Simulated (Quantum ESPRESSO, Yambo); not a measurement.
## Quasiparticle gap of CdClOH monolayer

```xyz
4
Lattice="3.6460 0.0000 0.0000 -1.8230 3.1575 0.0000 0.0000 0.0000 16.5000" Properties=species:S:1:pos:R:3 pbc="T T T"
H      0.0000     0.0000     1.7542
O      0.0000     0.0000     0.7860
Cl     0.0000     2.1050    -1.7542
Cd     1.8230     1.0525    -0.2462
```

The layer was cut from Materials Project entry mp-644222 and relaxed with PBEsol in a cell 16.5 Å high, with the Coulomb interaction truncated along z.

Starting point: PBEsol (pw.x of Quantum ESPRESSO, ONCV potentials, scalar-relativistic). G0W0 in Yambo: 6×6×1 Γ-centred k mesh, bands 5 to 100 and a 6 Ry block in the screening, 100 bands in G with the Bruneval-Gonze terminator, plasmon pole fitted at 27.2 eV, slab-truncated Coulomb interaction, stochastic integration of W near q = 0.

```json
{
 "PBEsol gap along the band path": "2.48 eV",
 "PBEsol gap between the mesh's edge points (Γ → Γ)": "2.48 eV",
 "G0W0 gap between the same points": "5.21 eV"
}
```

```
k point  band  E PBEsol (eV)  E QP (eV)  shift (eV)     Z
-------  ----  -------------  ---------  ----------  ----
Γ          VB           0.00      -1.65       -1.65  0.81
Γ          CB           2.48       3.56        1.09  0.88
M          VB          -0.18      -1.79       -1.61  0.81
M          CB           5.14       6.98        1.85  0.85
K          VB          -0.32      -1.98       -1.66  0.81
K          CB           5.93       8.12        2.19  0.84
```

Energies count from the PBEsol valence-band maximum.

Nearest settings tried, and what they do to the gap: 41 bands in W, 41 bands in G: +157 meV; 5 Ry block (269 vectors against 343): -46 meV. Not varied: mesh, cell height. So the settings aren't converged at that level.

Spin-orbit splittings are left out.

This is a model layer cut from the bulk structure; whether it is stable on its own was not checked.
